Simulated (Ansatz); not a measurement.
## Lattice vibrations of GeIrF₆ at Γ

These are results of DFT PBE, scalar-relativistic, plane waves, PAW (Ansatz), not measurements. Plane waves to 420 eV; Γ-centred k mesh 8×8×8; Fermi-Dirac smearing of 0.15 eV. No spin polarisation. Phonons by linear response, acoustic sum rule imposed.

The cell, relaxed at this level:
```xyz
8
Lattice="0.0000 4.1720 4.1720 4.1720 0.0000 4.1720 4.1720 4.1720 0.0000" Properties=species:S:1:pos:R:3 pbc="T T T"
Ge    0.0000    0.0000    0.0000
Ir    4.1720    4.1720    4.1720
F     2.2040    4.1720    4.1720
F     6.1401    4.1720    4.1720
F     4.1720    2.2040    4.1720
F     4.1720    6.1401    4.1720
F     4.1720    4.1720    2.2040
F     4.1720    4.1720    6.1401
```

It was reached by relaxing an invented guess, and it needn't be the stable form of this composition. In a metal, frequencies depend on the k mesh and the smearing, soft modes most. Spin–orbit coupling is left out, which matters for heavy elements.

(1) Is this structure stable against zone-centre distortions?

(2) List the optical modes at Γ (i marks imaginary ones).

Results:

(1) No: 3 of the 21 optical modes are imaginary.

(2)
```csv
frequency (THz),degeneracy
1.57i,3
2.67,3
5.15,3
5.16,3
6.29,3
12.98,3
13.71,2
16.64,1
```
